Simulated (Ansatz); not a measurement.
Si₃N₄ in space group I-43d (No. 220; N on 16c, Si on 12b), r²SCAN (plane waves, PAW; program Ansatz). The conduction-band minimum lies on the Γ–H line, 45 % of the way from Γ, with 6 equivalent valleys. Second derivatives d²E/dk² of the lowest band at one valley (eV·Å²), along Cartesian directions:

```
direction  d²E/dk²
---------  -------
[100]        14.17
[010]        14.17
[001]        10.16
[110]        14.17
[101]        12.16
[011]        12.16
```

**Question.** Find the principal effective masses, the density-of-states mass and the conductivity mass.

**Answer.** Off-diagonal terms follow from H_xy = H[110] − (H_xx + H_yy)/2, and m*/mₑ = 7.620 eV·Å² over each eigenvalue: 0.54, 0.54, 0.75. One valley's DOS mass (m₁m₂m₃)^(1/3) = 0.60, conductivity mass 3/(Σ 1/mᵢ) = 0.59 mₑ.

**Question.** What effective density of states Nc follows at 300 K for parabolic valleys?

**Answer.** Nc = 2.509e19 × 6 × (0.60)^(3/2) ≈ 7.0e19 cm⁻³.

The workflow started from an entry of the Crystallography Open Database (COD), which files this formula under 4 space groups. It is not the phase usual at ambient conditions (space group No. 176). The cell was relaxed with r²SCAN under the symmetry of its start; whether a distortion lowers the energy is not shown.

Potentials: the later of the program's two PAW sets.

Edges and masses are those of Kohn–Sham bands, whose gap is no quasiparticle gap.
